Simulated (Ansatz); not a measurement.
The elements of this relaxed trial crystal are hidden behind letters.

```
lattice vectors (Å)
   0.0000    3.3059    3.3059
   3.3059    0.0000    3.3059
   3.3059    3.3059    0.0000
fractional positions
X 0.7500 0.7500 0.7500
X 0.5000 0.5000 0.5000
X 0.2500 0.2500 0.2500
Z 0.0000 0.0000 0.0000
```

Level of theory: DFT PBE, scalar-relativistic, plane waves, PAW in Ansatz 0.2.0. The final run on the 4-atom cell used 420 eV, a Γ-centred 12×12×12 mesh, 0.10 eV smearing and no spin polarisation.

* Space group: Fm-3m (No. 225)
* Conventional cell: a = 6.612 Å
* Volume per atom: 18.06 Å³
* Density: 8.88 g/cm³
* Energy over the elements: +0.28 eV/atom
* Gap on the 12×12×12 mesh of the 4-atom cell: 0 eV (a metal)

Energies are uncorrected and count from the elements' standard states at the same level.

Task: X is a d-block element of period 5 and Z is a d-block element of period 5. Which elements are they?

Result: X = Nb, Z = Ag, so the formula is Nb3Ag, here in the BiF3 (D0_3) type. Density times volume gives a mean mass of 8.88 × 18.06/1.6605 = 96.6 u per atom, and this set has 96.6 u. Nb on a site of symmetry -43m has 4 Ag at 2.86 Å, 4 Nb at 2.86 Å and 6 Nb at 3.31 Å; Nb on a site of symmetry m-3m has 8 Nb at 2.86 Å and 6 Ag at 3.31 Å; Ag has 8 Nb at 2.86 Å and 6 Nb at 3.31 Å. Other sets within the hints have nearly the same mass, so mass alone doesn't settle it; this one was computed.

A structure relaxed within its symmetry needn't be a true minimum.
